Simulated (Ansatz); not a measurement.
**Notes on HfC**

```
CELL_PARAMETERS angstrom
0.00000 2.30936 2.30936
2.30936 0.00000 2.30936
2.30936 2.30936 0.00000
ATOMIC_POSITIONS crystal
C 0.00000 0.00000 0.00000
Hf 0.50000 0.50000 0.50000
```

Single point in Ansatz 0.2.0 with PBE, no spin polarisation. Cutoff 420 eV, PAW datasets, 13×13×13 Γ-centred k mesh, gaussian filling (width 0.1208 eV).

Q: What happens at the Fermi level?

A: It is a metal, with about 0.22 states/eV a cell as the mean within 0.25 eV of the Fermi level, mostly C p (65 %) and Hf d (31 %).

Q: Give the Bader charges.

A: Bader charges in e: Hf +1.95, C -1.95. In the mean Hf gives up most and C takes most.

Q: What does the stress say?

A: The pressure is 5.1 GPa (compression positive), so with the atoms held at these fractions the cell would first expand.

Q: Is it stable against the elements?

A: -0.91 eV an atom against the elements' usual phases (free molecules for gases, crystals otherwise, with no correction for O₂ or N₂), so it is bound against them; other compounds may still compete. Relaxing would lower it.

Q: Describe some of the short contacts.

A: C–Hf at 2.31 Å: least valence density 0.49 e/Å³ and ELF 0.29 there. These are pseudo-fields; inside the PAW spheres they differ from the all-electron ones.

Origin: a database entry at a rescaled volume.
